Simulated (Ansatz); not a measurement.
Te$_{2}$Mo:
```cif
data_Mo4Te8
_chemical_formula_sum 'Te8 Mo4'
_space_group_name_H-M_alt 'P21/m'
_space_group_IT_number 11
_space_group_name_Hall '-P 2yb'
_cell_length_a 6.32343
_cell_length_b 3.49157
_cell_length_c 14.31697
_cell_angle_alpha 90.000
_cell_angle_beta 92.376
_cell_angle_gamma 90.000
loop_
_space_group_symop_operation_xyz
  'x, y, z'
  '-x, -y, -z'
  '-x, y+1/2, -z'
  'x, -y+1/2, z'
loop_
_atom_site_label
_atom_site_type_symbol
_atom_site_symmetry_multiplicity
_atom_site_Wyckoff_symbol
_atom_site_fract_x
_atom_site_fract_y
_atom_site_fract_z
_atom_site_occupancy
Te1 Te 2 e 0.43417 0.25000 0.64346 1
Te2 Te 2 e 0.58241 0.25000 0.10153 1
Te3 Te 2 e 0.09111 0.75000 0.14355 1
Mo1 Mo 2 e 0.67948 0.25000 0.49300 1
Te4 Te 2 e 0.06252 0.25000 0.39837 1
Mo2 Mo 2 e 0.18084 0.25000 0.00726 1
```

Relaxed at zero pressure with plane-wave PAW r²SCAN+D4 (Ansatz code).

### Question
The volume is raised by 6 % and shape and atoms relax at that volume. What pressure results, and how do the axes share the change?

### Answer
-1.0 GPa; a 0.4 %, b 0.2 %, c 5.4 %; the energy rises by 6 meV/atom.

### Question
Give the new structure.

### Answer

Space group P2₁/m (No. 11); a = 6.3473 Å, b = 3.4971 Å, c = 15.0922 Å, α = γ = 90.00°, β = 92.13°

```
atom  site  symmetry       x       y       z
----  ----  --------  ------  ------  ------
Te      2e         m  0.4326  0.2500  0.6360
Te      2e         m  0.5809  0.2500  0.0971
Te      2e         m  0.0910  0.7500  0.1361
Mo      2e         m  0.6797  0.2500  0.4934
Te      2e         m  0.0634  0.2500  0.4029
Mo      2e         m  0.1809  0.2500  0.0067
```

The phase is kept; no other phase was compared at this pressure.

Space group P2_1/m. The workflow started from an entry of the Crystallography Open Database (COD), which files this formula under 2 space groups. It is not the phase usual at ambient conditions (space group No. 194). The cell was relaxed with r²SCAN+D4 under the symmetry of its start; whether a distortion lowers the energy is not shown. No spin polarisation was allowed. Spin–orbit coupling is left out wherever it is not named.

Potentials: the later of the program's two PAW sets.
